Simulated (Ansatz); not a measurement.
MgO:
```xyz
2
Lattice="0.0000 2.1269 2.1269 2.1269 0.0000 2.1269 2.1269 2.1269 0.0000" Properties=species:S:1:pos:R:3 pbc="T T T"
O      0.0000     0.0000     0.0000
Mg     2.1269     2.1269     2.1269
```

Relaxed with PBE. Special points in fractions of this cell's reciprocal vectors: Γ (0.000, 0.000, 0.000); X (0.500, 0.000, 0.500); U (0.625, 0.250, 0.625); K (0.375, 0.375, 0.750); L (0.500, 0.500, 0.500); W (0.500, 0.250, 0.750).

**Question.** List the band energies nearest the valence-band maximum at these points for the program Ansatz at the PBE level (PAW).

**Answer.** In eV from the valence-band maximum; about four levels below and three above (degenerate sets whole), none deeper than 8.9 eV; … stands for higher levels left out; points with the same levels are listed once.

| k | below | above |
|---|---|---|
| Γ | 0.00 0.00 0.00 | 4.46 … |
| X | -3.93 -1.30 -1.30 | 9.11 … |
| U | -3.36 -2.62 -1.10 | 9.96 … |
| L | -4.48 -0.62 -0.62 | 7.73 … |
| W | -2.84 -2.84 -1.71 | … |

Space group Fm-3m (rock salt). The PBE relaxation kept the symmetry of its start; phonons on a q-mesh show no instability.

Potentials: the later of the program's two PAW sets.
